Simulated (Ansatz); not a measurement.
HfO2 in space group Pbcn (No. 60; Pearson symbol oP36), DFT-r²SCAN in the program Ansatz with PAW potentials, all energies at zero smearing, with the estimated change up to a 700 eV cutoff added, with one set of potentials and settings (totals compare only within such a set). Cell of 36 atoms (12 Hf, 24 O): -202515.796 eV.

| element | reference phase | E (eV/atom) |
|---|---|---|
| Hf | P6_3/mmc, 2 atoms in the cell | -15733.0631 |
| O | C2/m, 4 atoms in the cell, spin-polarised | -566.0281 |

Formation energy per atom, worked out: (-202515.796 − 12×(-15733.0631) − 24×(-566.0281))/36 = -3.732 eV/atom (-360 kJ per mol of atoms), at 0 K, without zero-point energy or fitted corrections.

The workflow started from a Materials Project entry (that database holds measured and hypothetical structures alike); the Crystallography Open Database copy checked does not list it. It is not the phase usual at ambient conditions (space group No. 14, 29). Symmetry was held in the r²SCAN relaxation; whether a distortion lowers the energy is not shown. No spin polarisation was allowed. The references are the lowest solids computed at this level, not always the standard phases (solids in place of the gases). Spin–orbit coupling is left out wherever it is not named.

Potentials: the later of the program's two PAW sets.
